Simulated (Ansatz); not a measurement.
# Is this NbTlO2 structure a true minimum?

The cell was found from a structure generator's guess, not taken from experiment.

Computed with Ansatz 0.2.0, DFT PBE, scalar-relativistic, plane waves, PAW. Plane waves to 420 eV, a k mesh through Γ of 12×12×10 on the computed 4-atom cell and Gaussian smearing (0.10 eV); no spin polarisation.

The cell below (4 atoms, space group P4/mmm (No. 123)) is relaxed within its symmetry.

```
Nb Tl O
1.0
     3.92511    0.00000    0.00000
     0.00000    3.92511    0.00000
     0.00000    0.00000    5.11015
Nb Tl O
1 1 2
Direct
  0.50000 0.50000 0.50000
  0.00000 0.00000 0.00000
  0.00000 0.50000 0.50000
  0.50000 0.00000 0.50000
```

For the test a repeat of it with 8 atoms (edges 3.93, 3.93, 10.22 Å) was strained at random (σ = 1.5 % a component), the atoms were moved at random (σ = 0.05 Å), and all was relaxed again on a coarse 6×6×2 mesh (in the run’s order of axes) with 0.20 eV smearing, with no symmetry imposed.

These runs have no spin–orbit coupling, which can matter for Tl. The cell is a metal run without spin; a magnetic state may lie lower.

Question: What happens?

Answer: It doesn't return. The energy falls by 140 meV/atom on that mesh, the volume changes by 3.0 %, and the end has space group P-4m2 (No. 115) at a loose tolerance. Relaxed again on a 12×12×8 mesh with 0.10 eV smearing, the new structure lies 139 meV/atom below the first (mesh in the axes of the run's cell; the cell below is made exact in the group named). Space group P-4m2 (No. 115), tetragonal, a = 3.715 Å, c = 5.883 Å. Nb is surrounded by 4 O at 1.93 Å; Tl has 4 O at 3.05 Å (long against covalent radii, as for large ions); O is surrounded by 2 Nb at 1.93 Å, 4 O at 2.83 Å and 2 Tl at 3.05 Å.

```cif
data_structure
_symmetry_space_group_name_H-M 'P 1'
_symmetry_Int_Tables_number 1
_cell_length_a 3.7146
_cell_length_b 3.7146
_cell_length_c 5.8827
_cell_angle_alpha 90.000
_cell_angle_beta 90.000
_cell_angle_gamma 90.000
_cell_volume 81.17
loop_
_atom_site_label
_atom_site_type_symbol
_atom_site_fract_x
_atom_site_fract_y
_atom_site_fract_z
_atom_site_occupancy
Nb1 Nb 0.00000 0.00000 0.50000 1
Tl1 Tl 0.50000 0.50000 0.00000 1
O1 O 0.00000 0.50000 0.58931 1
O2 O 0.50000 0.00000 0.41069 1
```
